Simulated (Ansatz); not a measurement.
Level of theory: Ansatz 0.2.0, DFT, BLYP, plane waves (420 eV) with PAW, scalar-relativistic. (PAW data from PBE, frozen cores regenerated.)

An element in the diamond structure gives this curve. The cell is scaled uniformly from the relaxed one, with fractional coordinates and shape fixed. Energies are extrapolated to zero smearing, pressures are those at the given smearing. Magnetic state: spin not included.

| V (Å³/atom) | E − E₀ (meV/atom) | P (GPa) |
| --- | --- | --- |
| 22.500 | 137.1 | 17.17 |
| 23.523 | 53.8 | 9.94 |
| 24.546 | 11.2 | 4.34 |
| 25.568 | 0.0 | 0.02 |
| 26.591 | 12.9 | -3.29 |
| 27.614 | 44.1 | -5.82 |
| 28.637 | 89.2 | -7.74 |

(1) Which element is it?
A. rhenium
B. zinc
C. niobium
D. platinum

Results:

(1) D. Its fit is V₀ = 25.49 Å³/atom, B₀ = 95 GPa, B₀′ = 5.7.
